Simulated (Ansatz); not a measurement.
**HfOs: clamped-ion strain scan**

All numbers below come from Ansatz 0.2.0, DFT r2SCAN, scalar-relativistic, plane waves, PAW. Cutoff 500 eV, Γ-centred 14×14×14 k-points, Gaussian smearing of 0.15 eV. Spin–orbit coupling is left out, which can shift energies with elements as heavy as these. No spin polarisation. Energies are free energies at this smearing, counted from the undisturbed cell; pressure is positive in compression.

Reference structure (as given, not relaxed at this level; it stands at 1.2 GPa, and it needn't be the usual structure):

```
Hf Os
1.0
     3.23900    0.00000    0.00000
     0.00000    3.23900    0.00000
     0.00000    0.00000    3.23900
Hf Os
1 1
Cartesian
  0.0000 0.0000 0.0000
  1.6195 1.6195 1.6195
```

The cell is strained by ε times the Voigt pattern (1, -1, 0, 0, 0, 0) (xx, yy, zz, yz, xz, xy; engineering shear) with fractional coordinates fixed. The cell is metallic on the mesh throughout.

| ε | ΔE (meV/atom) |
| --- | --- |
| -0.0200 | 13.7 |
| -0.0100 | 3.4 |
| 0.0000 | 0.0 |
| 0.0025 | 0.2 |
| 0.0050 | 0.9 |
| 0.0075 | 1.9 |
| 0.0125 | 5.4 |
| 0.0150 | 7.7 |
| 0.0175 | 10.5 |

Q: Predict the pressure (GPa) at each point.

A:
| ε | pressure (GPa) |
| --- | --- |
| -0.0200 | 1.3 |
| -0.0100 | 1.2 |
| 0.0000 | 1.2 |
| 0.0025 | 1.2 |
| 0.0050 | 1.2 |
| 0.0075 | 1.2 |
| 0.0125 | 1.2 |
| 0.0150 | 1.3 |
| 0.0175 | 1.3 |